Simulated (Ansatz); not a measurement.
## Structures of MnZn₃: which is lowest?

Plane-wave DFT in Ansatz with scalar-relativistic PAW potentials, cutoff 500 eV, Γ-centred meshes chosen by cell and gap, Gaussian smearing with energies taken to zero width. Every cell was relaxed (cell and atoms) in a run of its own, within the symmetry of its start. Functional: r2SCAN.

Relaxed structures (starts from databases or built by putting these elements on another compound's sites):
A. P6_3/mmc, 8 atoms in the computed cell, a = 5.470 Å, c = 4.311 Å; sites (symmetry × multiplicity) Mn -6m2 × 2, Zn mm2 × 6; start: database
B. Pm-3m, 4 atoms in the computed cell, a = 3.812 Å; sites (symmetry × multiplicity) Mn m-3m × 1, Zn 4/mm.m × 3; start: database

Question: Rank them by energy. Could pressure change the order?

Answer:
| structure | group | E − E(lowest) (meV/atom) | V (Å³/atom) | gap on mesh (eV) |
| --- | --- | --- | --- | --- |
| A | P6_3/mmc | 0.0 | 13.96 | 0.00 |
| B | Pm-3m | 7.2 | 13.85 | 0.00 |

A is lowest, 7 meV/atom under B. The two lowest differ in volume by under 3 %, too little for a first-order estimate of what pressure does to that pair (other pairs aren't weighed here); with rigid cells even 3 % in favour of the higher one would need about 3 GPa. Other structures may lie lower than all of these, and vibrations aren't counted.

The state reached may not be the lowest one. Only parallel moments were tried here. Magnetic cells started from one order each; another order can shift an energy by tens of meV per atom.